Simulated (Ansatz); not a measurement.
# Trial structure types under relaxation

The calculation used DFT r2SCAN, scalar-relativistic, plane waves, PAW in Ansatz 0.2.0. All cells share a 500 eV cutoff and Γ-centred k meshes spaced at most 0.3 Å⁻¹ (0.19 for metals, 2π included).

Each formula is placed on the named type at a guessed volume, then cell and atoms relax at zero pressure without lowering the symmetry. Keeping the type says nothing about stability against other structures or lower symmetry. Neighbours of unlike kind (in an element, all neighbours) are counted within 25 % of the shortest distance of their pair. The atoms listed around a site end at a clear gap in distance instead, so their number can differ.

Task: Does Pd keep the black phosphorus type (Cmce, No. 64)?

Result: No, it ends in Fmmm (No. 69) with a = 2.738 Å, b = 4.655 Å, c = 9.810 Å. Pd has 9 Pd at 2.57–2.74 Å.

Task: Cu2B on the AlB2 type (P6/mmm, No. 191), with B for Al, Cu for B: does the type hold?

Result: Only loosely: the neighbours of unlike kind stay the same, but the proportions of the cell change a good deal: a = 3.903 Å, c = 2.288 Å. Around Cu lie 5 Cu at 2.25–2.29 Å and 6 B at 2.53 Å; around B lie 2 B at 2.29 Å and 12 Cu at 2.53 Å.

Task: Does SiNi2 keep the AlB2 type (P6/mmm, No. 191), with Si for Al, Ni for B?

Result: Only loosely: the neighbours of unlike kind stay the same, but the proportions of the cell change a good deal: a = 3.917 Å, c = 2.446 Å. Around Si lie 2 Si at 2.45 Å and 12 Ni at 2.57 Å; Ni is coordinated by 3 Ni at 2.26 Å, 2 Ni at 2.45 Å and 6 Si at 2.57 Å.